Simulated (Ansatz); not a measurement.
**Data sheet: Rb$_{2}$CuBiCl$_{6}$ (DFT)**

Rb2CuBiCl6:
```cif
data_Bi4Cl24Cu4Rb8
_chemical_formula_sum 'Rb8 Cu4 Bi4 Cl24'
_space_group_name_H-M_alt 'Fm-3m'
_space_group_IT_number 225
_space_group_name_Hall '-F 4 2 3'
_cell_length_a 10.12051
_cell_length_b 10.12051
_cell_length_c 10.12051
_cell_angle_alpha 90.000
_cell_angle_beta 90.000
_cell_angle_gamma 90.000
loop_
_atom_site_label
_atom_site_type_symbol
_atom_site_symmetry_multiplicity
_atom_site_Wyckoff_symbol
_atom_site_fract_x
_atom_site_fract_y
_atom_site_fract_z
_atom_site_occupancy
Rb1 Rb 8 c 0.25000 0.25000 0.25000 1
Cu1 Cu 4 b 0.50000 0.50000 0.50000 1
Bi1 Bi 4 a 0.00000 0.00000 0.00000 1
Cl1 Cl 24 e 0.00000 0.00000 0.26410 1
```
(The calculation used a cell of 10 atoms; values per cell refer to that cell.)

Space group Fm-3m (No. 225); conventional cell a = b = c = 10.121 Å, α = β = γ = 90.00°.

Method: LDA in the plane-wave PAW code Ansatz. Structure relaxed to zero pressure with the same functional. Other levels are named where they apply.

**Cell and energy**

| Quantity | Result |
|---|---|
| Volume per atom | 25.91 Å³ |
| Density | 4.20 g/cm³ |
| Formation energy from the elements (no fitted shifts) | -1.29 eV/atom |

**Electronic structure**

| Quantity | Value |
|---|---|
| Band gap | 0.83 eV (indirect) |
| Valence-band maximum | at X |
| Conduction-band minimum | at L (4 equivalent valleys) |
| Smallest direct gap on the standard path | 1.95 eV |
| Electron effective mass | 0.32, 0.32, 0.56 mₑ (principal values) |
| Hole effective mass | 0.19, 0.72, 0.72 mₑ (principal values) |

**Mechanics**

| Quantity | Value |
|---|---|
| Bulk modulus (Birch–Murnaghan fit) | 423 kbar |
| Pressure derivative B′ | 5.0 |
| Elastic constants (relaxed ions, GPa) | C11 = 64.1, C12 = 31.6, C44 = 10.5 |
| Mechanical stability | stable (all eigenvalues of C positive) |
| Hill bulk and shear moduli | 42.4 and 12.5 GPa |
| Young's modulus | 34.1 GPa |
| Poisson's ratio | 0.37 |
| Debye temperature from the elastic constants | 195 K |

**Dielectric response**

| Item | Result |
|---|---|
| Electronic dielectric constant ε∞ (DFPT) | 6.04 |
| Born charges (a third of the trace) | Rb +1.29, Cu +1.53, Bi +4.87, Cl -1.50 e |

**Phonons**

| Item | Result |
|---|---|
| Highest zone-centre frequency (without LO–TO term) | 9.09 THz |
| Zone-centre stability | unstable, softest mode 47i cm⁻¹ |
| Dynamical stability on the path | unstable, down to 47i cm⁻¹ |

The workflow started from a Materials Project entry (that database holds measured and hypothetical structures alike); the Crystallography Open Database copy checked does not list it. Its standing as an ambient phase is unchecked. The LDA relaxation kept the symmetry of its start. No spin polarisation was allowed. The references are the lowest solids computed at this level, not always the standard phases (solids in place of the gases). Scalar-relativistic: spin–orbit coupling is off unless named, which matters more the heavier the elements.

Potentials: the later of the program's two PAW sets.
